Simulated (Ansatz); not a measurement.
Input file for Ansatz (a program for electronic structure):

Ansatz 0.2 input:
```yaml
crystal:
  lattice:
    - [3.1559616054, 0.0, 0.0]
    - [-1.5779808027, 2.7331429236, 0.0]
    - [0.0, 0.0, 12.125774695]
  atoms:
    - { symbol: Mo, position: [0.0, 0.0, 0.25] }
    - { symbol: Mo, position: [0.0, 0.0, 0.75] }
    - { symbol: S, position: [0.3333333333, 0.6666666667, 0.3788337122] }
    - { symbol: S, position: [0.6666666667, 0.3333333333, 0.6211662878] }
    - { symbol: S, position: [0.6666666667, 0.3333333333, 0.8788337122] }
    - { symbol: S, position: [0.3333333333, 0.6666666667, 0.1211662878] }
kpoints:
  mp_grid: { grid: [8, 8, 2] }
  band_path:
    path:
      - [[0.0, 0.0, 0.0], [0.5, 0.0, 0.0], [0.3333333333, 0.3333333333, 0.0], [0.0, 0.0, 0.0], [0.0, 0.0, 0.5], [0.5, 0.0, 0.5], [0.3333333333, 0.3333333333, 0.5], [0.0, 0.0, 0.5]]  # Γ-M-K-Γ-A-L-H-A
      - [[0.5, 0.0, 0.5], [0.5, 0.0, 0.0]]  # L-M
      - [[0.3333333333, 0.3333333333, 0.5], [0.3333333333, 0.3333333333, 0.0]]  # H-K
      - [VBM, CBM]
    npoints: 8
basis: { xc_grid: 2 }
hamiltonian:
  xc: pbe
  dispersion: d3bj
  pseudopotentials: { kind: paw }
magnetization: { noncollinear: true, spin_orbit: true }
scf:
  n_extra_bands: 12
  convergence: { dr2_threshold: 0.0000000001 }
  occupations: { method: gaussian, width: 0.01 }
checkpoint: { write: soc.run }
output: { eigenvalues: true }
```

Output (shortened):

```
Pseudopotential: Mo, paw_fr, valence charge 14
Pseudopotential: S, paw_fr, valence charge 6
Functional definition: PBE
non-collinear run that drives no moment, with spin-orbit …
Crystal: 6 atoms, lattice volume = 104.593 Å³
Basis set: ecut = 420 eV, 2033 PW (Γ), exchange–correlation on 48×48×180 points (8 copies of the dense FFT grid, shifted against one another)
Bands: 64, of which v1, the nominal top of the filled ones, is band 52 counted from 1 (51 counted from 0)
Symmetry: 24 space group operations + 24 with time reversal
k-points: 20 of 128
Projection manifold: j_resolved (fully-relativistic pseudo-atomic orbitals)
SCF iter   1: F=—  HF=-13531.924376 eV  |F-HF|=—  |Δ(HF+E_count)|=         —  Δρ=6.13e-2  dr2=4.94e0  dr2_m=0.00e0 (ungated)  ethr=3.10e-3  |M|=0.00e0 ∫|m|=0.00e0 μB  |m|>n=0.0e0 m-floor=0.0e0 τ_xc=0.0e0  β_m=0.30  ⟨swp⟩=6.1  Hψ=3087  notcnv=0
preconditioner: auto → Resta (q_TF=auto, 2.428 Å⁻¹)
spin=Noncollinear: Resta preconditioning applied to the charge; magnetization (m_x, m_y, m_z) channels mix plain (no charge-response kernel on spin).
SCF iter   2: F=—  HF=-13531.041774 eV  |F-HF|=—  |Δ(HF+E_count)|=   8.83e-1  Δρ=3.73e-2  dr2=2.17e0  dr2_m=0.00e0 (ungated)  ethr=3.10e-3  |M|=0.00e0 ∫|m|=0.00e0 μB  |m|>n=0.0e0 m-floor=0.0e0 τ_xc=0.0e0  β_m=0.49  ⟨swp⟩=2.5  Hψ=1157  notcnv=0  defer=98
SCF iter   3: F=—  HF=-13530.492004 eV  |F-HF|=—  |Δ(HF+E_count)|=   5.50e-1  Δρ=1.47e-2  dr2=3.43e-1  dr2_m=0.00e0 (ungated)  ethr=3.10e-3  |M|=0.00e0 ∫|m|=0.00e0 μB  |m|>n=0.0e0 m-floor=0.0e0 τ_xc=0.0e0  β_m=0.62  ⟨swp⟩=2.0  Hψ=949  notcnv=0  defer=98
SCF iter   4: F=—  HF=-13530.413881 eV  |F-HF|=—  |Δ(HF+E_count)|=   7.81e-2  Δρ=3.64e-3  dr2=1.76e-2  dr2_m=0.00e0 (ungated)  ethr=6.60e-4  |M|=0.00e0 ∫|m|=0.00e0 μB  |m|>n=0.0e0 m-floor=0.0e0 τ_xc=0.0e0  β_m=0.81  ⟨swp⟩=2.1  Hψ=1005  notcnv=0  defer=98
SCF iter   5: F=—  HF=-13530.417092 eV  |F-HF|=—  |Δ(HF+E_count)|=   3.21e-3  Δρ=7.10e-4  dr2=8.18e-4  dr2_m=0.00e0 (ungated)  ethr=3.39e-5  |M|=0.00e0 ∫|m|=0.00e0 μB  |m|>n=0.0e0 m-floor=0.0e0 τ_xc=0.0e0  β_m=0.90  ⟨swp⟩=2.1  Hψ=1000  notcnv=0  defer=102
SCF iter   6: F=—  HF=-13530.417890 eV  |F-HF|=—  |Δ(HF+E_count)|=   7.98e-4  Δρ=1.55e-4  dr2=2.43e-5  dr2_m=0.00e0 (ungated)  ethr=1.57e-6  |M|=0.00e0 ∫|m|=0.00e0 μB  |m|>n=0.0e0 m-floor=0.0e0 τ_xc=0.0e0  β_m=0.95  ⟨swp⟩=2.0  Hψ=1003  notcnv=0  defer=102
SCF iter   7: F=—  HF=-13530.417931 eV  |F-HF|=—  |Δ(HF+E_count)|=   4.15e-5  Δρ=3.83e-5  dr2=1.75e-6  dr2_m=0.00e0 (ungated)  ethr=4.67e-8  |M|=0.00e0 ∫|m|=0.00e0 μB  |m|>n=0.0e0 m-floor=0.0e0 τ_xc=0.0e0  β_m=0.98  ⟨swp⟩=2.0  Hψ=908  notcnv=0  defer=102
SCF iter   8: F=—  HF=-13530.417857 eV  |F-HF|=—  |Δ(HF+E_count)|=   7.42e-5  Δρ=7.75e-6  dr2=7.39e-8  dr2_m=0.00e0 (ungated)  ethr=3.37e-9  |M|=0.00e0 ∫|m|=0.00e0 μB  |m|>n=0.0e0 m-floor=0.0e0 τ_xc=0.0e0  β_m=0.99  ⟨swp⟩=2.0  Hψ=959  notcnv=0  defer=102
SCF iter  11: F=-13530.417857 eV  HF=-13530.417857 eV  |F-HF|=7.28e-12  |Δ(HF+E_count)|=  1.04e-10  Δρ=8.92e-8  dr2=9.75e-12  dr2_m=0.00e0 (ungated)  ethr=1.00e-12  |M|=0.00e0 ∫|m|=0.00e0 μB  |m|>n=0.0e0 m-floor=0.0e0 τ_xc=0.0e0  ⟨swp⟩=8.6  Hψ=1836  notcnv=0
SCF 1 converged in 11 iterations: F = -13530.417857 eV  dr2 = 9.75e-12
NSCF: frozen V_eff on 28 k-points
NSCF: frozen V_eff on 28 k-points
NSCF: frozen V_eff on 28 k-points
NSCF: frozen V_eff on 3 k-points
NSCF: frozen V_eff on 14 k-points
NSCF: frozen V_eff on 10 k-points
NSCF: frozen V_eff on 16 k-points
NSCF: frozen V_eff on 3 k-points
NSCF: frozen V_eff on 7 k-points
NSCF: frozen V_eff on 7 k-points
NSCF: frozen V_eff on 7 k-points
NSCF: frozen V_eff on 5 k-points
NSCF: frozen V_eff on 84 k-points
SCF converged after 11 iterations
Magnetization: |M| = 0.0000 μB,  M = (+0.0000, +0.0000, +0.0000) μB
Absolute magnetization: 0.0000 μB (∫|m|)
  site 0: m = (+0.0000, +0.0000, +0.0000) μB, |m| = 0.0000 μB  (R = 0.99 Å)
  site 1: m = (+0.0000, +0.0000, +0.0000) μB, |m| = 0.0000 μB  (R = 0.99 Å)
  site 2: m = (+0.0000, +0.0000, +0.0000) μB, |m| = 0.0000 μB  (R = 0.99 Å)
  site 3: m = (+0.0000, +0.0000, +0.0000) μB, |m| = 0.0000 μB  (R = 0.99 Å)
  site 4: m = (+0.0000, +0.0000, +0.0000) μB, |m| = 0.0000 μB  (R = 0.99 Å)
  site 5: m = (+0.0000, +0.0000, +0.0000) μB, |m| = 0.0000 μB  (R = 0.99 Å)
Free energy (F): -13530.417857 eV
Harris-Foulkes:  -13530.417857 eV  (|F-HF|=7.28e-12)
Internal energy: -13530.417857 eV  (E = F + TS)
E sigma→0 (E₀):  -13530.417857 eV
Fermi energy:    11.858361 eV
--- Per-component energies (eV) ---
  E_band       = -292.942831
  E_kinetic    = 1314.319084
  E_local      = -3795.005644  (includes V_loc(G=0)·N_el)
  E_nonlocal   = 397.851770
  E_hartree    = 1453.954482
  E_xc         = -757.956412
  E_vxc        = -811.337519  (∫ρ·V_xc dr)
  E_paw        = -8805.122391  (= ΣΔE_a)
  E_vpaw       = -306.679721  (= ΣTr[D̂ρ^β])
  E_aug_tail   = 0.000079  (compensation charges beyond the density's cutoff)
  E_ewald      = -3335.851666
  E_disp       = -2.607160  (pairwise vdW)
  E_smearing   =  0.000000  (= −TS)
  E_closure    =  0.000000  (closes the sum)
  Σ components = -13530.417857   (vs F -13530.417857, Δ=0.00e0)
  [band-id]    e_kinetic+e_local+e_nonlocal+2·e_hartree+e_vxc+e_vpaw+e_augmentation_tail = -292.942986   (vs E_band -292.942831, Δ=-1.55e-4)
--- Band table (eV; the first three rows and the last of 20) ---
  k-point 0: bands = ["-50.1844", "-50.1844", "-50.1844", "-50.1844", "-25.9147", "-25.9147", "-25.9147", "-25.9147", "-23.4923", "-23.4923", "-23.4923", "-23.4923", "-23.3208", "-23.3208", "-23.3208", "-23.3208", "-3.7505", "-3.7505", "-3.4258", "-3.4258", …
  k-point 1: bands = ["-50.1844", "-50.1844", "-50.1844", "-50.1844", "-25.9147", "-25.9147", "-25.9147", "-25.9147", "-23.4923", "-23.4923", "-23.4923", "-23.4923", "-23.3208", "-23.3208", "-23.3208", "-23.3208", "-3.6169", "-3.6169", "-3.6169", "-3.6169", …
  k-point 2: bands = ["-50.1782", "-50.1782", "-50.1782", "-50.1782", "-25.9309", "-25.9309", "-25.9309", "-25.9309", "-23.5004", "-23.5004", "-23.5003", "-23.5003", "-23.3595", "-23.3595", "-23.3595", "-23.3595", "-3.5128", "-3.5128", "-3.1931", "-3.1931", …
  k-point 19: bands = ["-50.1379", "-50.1379", "-50.1379", "-50.1379", "-26.0558", "-26.0558", "-26.0322", "-26.0322", "-23.6520", "-23.6520", "-23.6098", "-23.6098", "-23.5208", "-23.5208", "-23.5116", "-23.5116", "-1.4424", "-1.4424", "-1.3930", "-1.3930", …
```

Cost: very roughly 3 core-minutes on shared cores.

Space group P6_3/mmc. The first step of the workflow began from a Materials Project structure, measured or hypothetical. Its sites differ from those of the usual phase in this space group: another stacking or structure type. The cell was relaxed with PBE+D3(BJ) under the symmetry of its start; whether a distortion lowers the energy is not shown. No spin polarisation was allowed.

Potentials: the later of the program's two PAW sets.

Ansatz is a plane-wave DFT program.
